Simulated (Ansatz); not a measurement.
Input and command of a plane-wave DFT calculation in Ansatz:

```yaml
crystal:
  lattice:
    - [0.0, 1.6927493957, 2.3935476455]
    - [1.6927493957, 0.0, 2.3935476455]
    - [1.6927493957, 1.6927493957, 0.0]
  atoms:
    - { symbol: Rh, position: [0.0, 0.0, 0.0] }
basis:
  ecutwfc: 500
kpoints:
  mp_grid: { grid: [30, 30, 30] }
hamiltonian:
  xc: r2scan
scf:
  occupations: { method: gaussian, width: 0.15 }
output:
  forces: true
  stress: true
  eigenvalues: true
  write_density: true
  write_potential: true
  elf: true
  volumetric_format: npy
```

```bash
ansatz run input.yaml --threads 1 --pin off --max-ram 2560MiB --backend cpu --events-out ev --progress --plain --runs-dir out
```

Processor: Intel(R) Xeon(R) Processor @ 2.50GHz (Skylake/Cascade Lake), 1 thread, on a host shared with other jobs.

How long does it run, and how much memory does it take?

About 91 s on 1 thread of Intel(R) Xeon(R) Processor @ 2.50GHz (Skylake/Cascade Lake), with other jobs on the host, peak memory 0.72 GiB. It solves 13 bands at 1992 k points (the mesh reduced by symmetry) with about 349 plane waves, in 7 SCF iterations.
